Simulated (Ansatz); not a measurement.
NbN (rock salt)

```xyz
2
Lattice="0.0000 2.2106 2.2106 2.2106 0.0000 2.2106 2.2106 2.2106 0.0000" Properties=species:S:1:pos:R:3 pbc="T T T"
N      0.0000     0.0000     0.0000
Nb     2.2106     2.2106     2.2106
```

Two coordinates are scanned: the volume, and the ratio of the stretch along z (the conventional c axis) to the stretch across it. Atoms keep their fractional coordinates.

Method: PBE (plane waves to 420 eV, PAW, scalar-relativistic; Ansatz, a first-principles code). k mesh 18×18×18 (Γ-centred), Fermi-Dirac smearing 0.05 eV. E stands for the smeared free energy. With partly filled bands, the response to shear is sensitive to the k mesh, so small differences along c/a are uncertain. NbN is run without spin polarisation. NbN was relaxed with its symmetry unable to fall. The PAW data are Ansatz's earlier set. This is a high-temperature form of NbN. ΔE is measured from the relaxed starting cell.

Question: Give the computed ΔE (meV/atom) at all points of the grid V/V₀ = 0.960, 0.980, 1.000, 1.020, 1.040 by (c/a)/(c/a)₀ = 0.920, 0.960, 1.000, 1.040, 1.080.

Answer: ΔE (meV/atom), with V/V₀ across and (c/a)/(c/a)₀ down:

| (c/a)/(c/a)₀ \ V/V₀ | 0.960 | 0.980 | 1.000 | 1.020 | 1.040 |
|---|---|---|---|---|---|
| 0.920 | 121 | 100 | 88 | 85 | 90 |
| 0.960 | 41 | 26 | 20 | 22 | 32 |
| 1.000 | 18 | 4 | 0 | 4 | 15 |
| 1.040 | 38 | 22 | 17 | 19 | 29 |
| 1.080 | 89 | 70 | 60 | 58 | 64 |

(A scan under strain: stresses follow from slopes of the energy per volume, elastic moduli from its curvatures.)
